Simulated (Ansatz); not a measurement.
A geometry of Ni away from equilibrium: the start of the relaxation of a generated cell, Ni built in the AFLOW prototype A_hR2_166_c (A7, as in As). Level of theory: PBE (plane waves to 420 eV, PAW, scalar-relativistic; Ansatz, a program for electronic structure). Γ-centred k-mesh 13×13×13 on the run's cell (coarser than for final values), Fermi–Dirac smearing 0.05 eV.

```xyz
2
Lattice="1.5029 0.8677 2.7870 -1.5029 0.8677 2.7870 0.0000 -1.7354 2.7870" Properties=species:S:1:pos:R:3 pbc="T T T"
Ni     0.0000     0.0000     1.9025
Ni     0.0000     0.0000     6.4585
```
Spin-polarised start, with parallel moments on Ni.

Task: Predict the force on each atom, in eV/Å.

Result: 
```csv
atom,Fx,Fy,Fz
Ni1,0.00,0.00,5.09
Ni2,0.00,0.00,-5.09
```

Task: What is the pressure?

Result: +47.2 GPa, compression positive.

Task: How much energy per atom can still be gained by relaxing?

Result: 1.26 eV/atom; the path ends in Fm-3m (No. 225) (fcc (Cu type)).

Spin state reached: ferromagnetic (net 0.63 μB/atom), from parallel starting moments; other spin orders were not run from this start.

The run could not lose the symmetry of its start; a randomly shaken copy of 2 atoms returns to this structure.
